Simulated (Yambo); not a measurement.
G0W0@PBEsol for AlBO3 (space group R-3c, No. 167) in Yambo. Reference settings: 4×4×4 Γ-centred k mesh, 125 bands and a 7 Ry block in the screening, 125 bands in G with the Bruneval-Gonze terminator, plasmon pole fitted at 27.2 eV. The PBEsol gap Γ → (0.25, 0.25, 0.25) on this mesh is 5.75 eV; G0W0 gaps are taken between the same points.

```tsv
change from the reference	G0W0 gap Γ → (0.25, 0.25, 0.25) (eV)	shift of the valence edge (eV)
reference settings	8.35	-1.28
53 bands in W, 53 bands in G, 4 Ry block	8.77	-1.18
39 bands in W, 39 bands in G	9.36	-1.28
39 bands in W, 39 bands in G, 3 Ry block, no terminator	9.65	-1.24
73 bands in W, 73 bands in G, 6 Ry block	8.48	-1.16
wavefunctions cut at 30 Ry	8.30	-1.25
39 bands in W, 39 bands in G, 4 Ry block	(withheld)	-1.37
exchange cut at 5 Ry	5.80	2.10
```

Q: Estimate the withheld gaps from the other rows; the computed values follow.

A: 
- 39 bands in W, 39 bands in G, 4 Ry block, G0W0 gap Γ → (0.25, 0.25, 0.25) (eV): 9.45

The reference isn't shown to be the converged limit.

Geometry of the Materials Project entry, not relaxed at this level; primitive cell a = 5.314 Å, b = 5.314 Å, c = 5.314 Å, α = 50.16°, β = 50.16°, γ = 50.16°.

A shift is the quasiparticle energy of the state minus its PBEsol energy.
